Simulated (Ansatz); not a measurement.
ZrPt in space group Cmcm (No. 63; Zr on 4c, Pt on 4c) at seven volumes, DFT-PBEsol in the program Ansatz with PAW potentials, shape and atoms relaxed at each. One row is withheld.

```csv
V (Å³/atom),P (GPa)
17.009,20.41
17.570,12.60
18.131,5.82
18.692,0.01
19.252,-4.96
19.813,?
20.374,-12.79
```

Problem. Fit the shown pressures and predict the withheld one.

Solution. P = (3/2)B₀(x^(7/2) − x^(5/2))[1 + (3/4)(B′ − 4)(x − 1)] with x = (V₀/V)^(2/3). Least squares on the six rows gives V₀ = 18.695 Å³/atom, B₀ = 178 GPa, B′ = 4.13. At V = 19.813, x = 0.9620 and P = -9.17 GPa. The run itself gave -9.19 GPa.

The workflow started from a Materials Project entry (that database holds measured and hypothetical structures alike); the Crystallography Open Database copy checked does not list it. COD files the formula under space group No. 221, so this cell is another polymorph or a model. Its standing as an ambient phase is unchecked. The cell was relaxed with PBEsol under the symmetry of its start; of distortions, only those at the zone centre were tested. The run is not spin-polarised. Spin–orbit coupling is left out wherever it is not named.

Potentials: the later of the program's two PAW sets.
